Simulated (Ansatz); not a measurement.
Input:

YSi:
Space group Pm-3m (No. 221); a = 3.5380 Å, b = 3.5380 Å, c = 3.5380 Å, α = 90.00°, β = 90.00°, γ = 90.00°

```csv
atom,site,symmetry,x,y,z
Y,1a,m-3m,0.0000,0.0000,0.0000
Si,1b,m-3m,0.5000,0.5000,0.5000
```

This is the PBE-relaxed structure.

Problem. All from PBE (plane waves, PAW; program Ansatz), unless another level is named. Predict the electronic character.

Solution. metallic (no gap).

Problem. Predict the formation energy from the elements (no fitted shifts).

Solution. -0.43 eV/atom.

Problem. What about the density of states at the Fermi level?

Solution. 1.2 states/eV per atom (mean over ±0.08 eV).

A made-up cell: these elements were put on the sites of a structure type; neither database checked (COD, Materials Project) lists it. Its standing as an ambient phase is unchecked. Symmetry was held in the PBE relaxation; its stability against distortions is not shown here. No spin polarisation was allowed. The references are the lowest solids computed at this level, not always the standard phases. Spin–orbit coupling is left out wherever it is not named.

Potentials: the later of the program's two PAW sets.
